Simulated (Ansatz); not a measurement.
IrRhN2:
```
IrRhN2
1.0
    1.43131     0.82637     6.27511
   -1.43131     0.82637     6.27511
    0.00000    -1.65274     6.27511
Ir Rh N
1 1 2
Direct
  0.50000   0.50000   0.50000
  0.00000   0.00000   0.00000
  0.89802   0.89802   0.89802
  0.10198   0.10198   0.10198
```

Relaxed with PBEsol. Special points in fractions of this cell's reciprocal vectors: Γ (0.000, 0.000, 0.000); T (0.500, 0.500, 0.500); H2 (0.822, 0.178, 0.500); H0 (0.500, -0.178, 0.178); L (0.500, 0.000, 0.000); S0 (0.339, -0.339, 0.000); S2 (0.661, 0.000, 0.339); F (0.500, 0.000, 0.500).

Task: List the band energies nearest the Fermi level at these points for PBEsol in the plane-wave PAW code Ansatz.

Result: In eV from the Fermi level; about four levels below and three above (degenerate sets whole), none deeper than 8.9 eV; points with the same levels are listed once.

```tsv
k	below	above
Γ	-1.25 -1.25 -1.09 -1.09	4.32 4.32 5.58
T	-2.59 -2.59 -1.97 -1.97 -0.93	0.76 0.76 3.54 3.54
H2	-1.90 -1.30 -1.24 -0.44	0.21 2.39 3.95
L	-3.48 -2.90 -1.19 -0.65	0.13 0.30 0.52
S0	-1.89 -1.28 -1.15 -0.59	0.31 2.35 4.03
F	-2.37 -2.08 -1.37 -0.65	0.52 0.56 2.15
```

Space group R-3m. The start of the workflow was typed in or built on a structure type; neither database checked (COD, Materials Project) lists it. Its standing as an ambient phase is unchecked. The cell keeps a stress of up to 0.3 GPa. The cell was relaxed with PBEsol under the symmetry of its start; whether a distortion lowers the energy is not shown. The workflow began spin-polarised and lost its moments. Its formation energy is positive at this level, so the cell may be metastable or incomplete. Scalar-relativistic: spin–orbit coupling is off unless named, which matters more the heavier the elements.

Potentials: the earlier of the program's two PAW sets. The files were generated under PBE; for other functionals the program regenerates the frozen cores, and for LDA and PBEsol the local potential too.
